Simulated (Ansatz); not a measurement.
Relaxed-ion elastic tensor of Sb (A7 (α-As type), R-3m) in GPa (Voigt order), plane-wave PAW PBEsol (Ansatz code); density 6.78 g/cm³, 29.83 Å³ per atom.

```json
[
 {"": "1", "1": "92.5", "2": "28.0", "3": "27.5", "4": "-21.5", "5": "0.0", "6": "0.0"},
 {"": "2", "1": "28.0", "2": "92.5", "3": "27.5", "4": "21.5", "5": "0.0", "6": "0.0"},
 {"": "3", "1": "27.5", "2": "27.5", "3": "48.7", "4": "0.0", "5": "0.0", "6": "0.0"},
 {"": "4", "1": "-21.5", "2": "21.5", "3": "0.0", "4": "37.4", "5": "0.0", "6": "0.0"},
 {"": "5", "1": "0.0", "2": "0.0", "3": "0.0", "4": "0.0", "5": "37.4", "6": "-21.5"},
 {"": "6", "1": "0.0", "2": "0.0", "3": "0.0", "4": "0.0", "5": "-21.5", "6": "32.2"}
]
```

Problem. Is the crystal mechanically stable?

Solution. Yes: the smallest eigenvalue of C is 13.2 GPa.

Problem. Work out the Voigt, Reuss and Hill averages.

Solution. K_V = 44.4, K_R = 40.4, K_H = 42.4; G_V = 31.5, G_R = 20.1, G_H = 25.8 GPa.

Problem. Give Young's modulus, Poisson's ratio, Pugh's ratio and the universal anisotropy index.

Solution. E = 9KG/(3K + G) = 64.3 GPa; ν = 0.25; K/G = 1.64 (brittle by the Pugh limit of 1.75); A_U = 5G_V/G_R + K_V/K_R − 6 = 2.92.

Problem. Estimate the sound speeds and the Debye temperature.

Solution. v_l = √((K + 4G/3)/ρ) = 3370 m/s, v_t = √(G/ρ) = 1950 m/s, mean 2160 m/s; Θ = (h/k)(3n/4πV)^(1/3) v_m = 208 K.

Problem. How much does each axis shrink under pressure?

Solution. Linear compressibilities β_i = Σ_j S_ij (j = 1 to 3): x 4.9, y 4.9, z 15 per TPa.

The PBEsol relaxation kept the symmetry of its start; of distortions, only those at the zone centre were tested. As this level gives no gap, shear constants depend on the k-mesh and smearing (Fermi–Dirac, 0.1 eV here). Spin–orbit coupling is left out wherever it is not named.

Potentials: the earlier of the program's two PAW sets.
